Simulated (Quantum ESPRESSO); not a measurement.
# Planted mistakes on one cell of Si3BC3N

Calculated results; nothing here was measured. They come from pw.x of Quantum ESPRESSO 7.5, a plane-wave density functional program, with PseudoDojo standard norm-conserving files (v0.5 for PBE, v0.4.1 for LDA and PBEsol). The cells are made up: elements, strain and atom displacements were drawn at random, and nothing was relaxed. There is no spin polarisation, spin-orbit coupling or dispersion term.

The cell has 8 sites of a wurtzite lattice (rectangular cell). Sites 1 to 4 hold Si Si B Si; sites 5 to 8 hold C C N C. Cell vectors in Å: (3.102, 0.000, 0.000); (0.000, 5.373, 0.000); (0.000, 0.000, 5.066). Settings: PBE, cutoff 1143 eV, 6 x 4 x 4 k mesh shifted by half a step, Fermi-Dirac smearing of 0.025 eV.

The intended run has a self-consistency threshold of 1e-07 eV, a smearing term of 0.000 eV, a pressure of -16.05 GPa and 12 iterations. Each further run changes one thing: all lengths scaled by 0.9869; atoms of sites 4 and 8 exchanged; cutoff 826 eV; files of LDA; k mesh 1 x 1 x 1; one electron added; smearing 0.8 eV; threshold 0.2 eV. A coarse mesh keeps the shift, and a charged cell sits in a uniform background.

```
run  change of free energy (eV)  smearing term -TS (eV)  change of P (GPa)  largest change of a force component (eV/Å)  iterations
  A                      -0.261                   0.000               6.70                                       0.389          12
  B                       0.179                   0.000              -2.17                                       0.019          12
  C                       6.890                   0.000              18.87                                       9.520          12
  D                       0.030                   0.000               0.21                                       0.121           4
  E                      -3.897                   0.000              -7.41                                       0.177          12
  F                      10.812                  -0.005              26.10                                       0.611          11
  G                      -1.974                   0.000              -1.55                                       2.865          13
  H                      -0.651                  -2.258               2.32                                       0.495          12
```

A rerun of the intended cell at 1437 eV and k mesh 8 x 6 x 6 moved values by no more than 0.004 eV in the cell's energy, 0.09 GPa in stress and 0.006 eV/Å in force.

Question: which change belongs to which run?

## Worked reading

Run D has the fewest iterations, as a run stopped early does. Run H has the largest smearing term, as wide smearing gives. Run A changes the volume by a factor of 0.9612; minus its pressure change over the logarithm of that factor, 169 GPa, is a rough bulk modulus with clamped atoms. Energies from files of another functional, or of a charged cell, have another zero and say nothing on stability; the pressure of a charged cell rests on the program's zero of potential too.

## Key

| run | change |
| --- | --- |
| A | all lengths scaled by 0.9869 |
| B | cutoff 826 eV |
| C | atoms of sites 4 and 8 exchanged |
| D | threshold 0.2 eV |
| E | files of LDA |
| F | one electron added |
| G | k mesh 1 x 1 x 1 |
| H | smearing 0.8 eV |